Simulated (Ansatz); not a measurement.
Here is the system:

CaTiO3:
```xyz
20
Lattice="5.4371 0.0000 0.0000 0.0000 7.5922 0.0000 0.0000 0.0000 5.3360" Properties=species:S:1:pos:R:3 pbc="T T T"
Ca     2.9582     5.6941     2.7184
Ca     2.4789     1.8980     2.6176
Ca     5.1975     1.8980     0.0504
Ca     0.2397     5.6941     5.2856
Ti     2.7186     3.7961     0.0000
Ti     0.0000     3.7961     2.6680
Ti     0.0000     0.0000     2.6680
Ti     2.7186     0.0000     0.0000
O      2.6098     5.6941     0.4219
O      2.8273     1.8980     4.9141
O      0.1087     1.8980     3.0898
O      5.3284     5.6941     2.2461
O      4.2991     7.2766     4.2223
O      1.1380     0.3156     1.1136
O      3.8566     0.3156     1.5543
O      1.5805     7.2766     3.7816
O      1.5805     4.1117     3.7816
O      3.8566     3.4805     1.5543
O      1.1380     3.4805     1.1136
O      4.2991     4.1117     4.2223
```

This is the PBEsol-relaxed structure. x, y and z are the axes in which the lattice vectors are written.

**Question.** All from plane-wave PAW PBEsol (Ansatz code), unless another level is named. Predict the electron effective mass, band 1 of 2 at the edge.

**Answer.** 0.68 along x, 0.85 along y, 0.74 along z (mₑ).

**Question.** Next, the band gap?

**Answer.** 2.43 eV (direct).

**Question.** And the formation energy from the elements (no fitted shifts)?

**Answer.** -310 kJ/mol-atom.

**Question.** And the valence-band maximum?

**Answer.** at Γ.

Space group Pnma. The first step of the workflow began from a Materials Project structure, measured or hypothetical; the Crystallography Open Database files this formula in space group No. 62, but the cells were not matched. Its standing as an ambient phase is unchecked. The cell was relaxed with PBEsol under the symmetry of its start; whether a distortion lowers the energy is not shown. The run is not spin-polarised. The references are the lowest solids computed at this level, not always the standard phases (solids in place of the gases).

Potentials: the later of the program's two PAW sets.
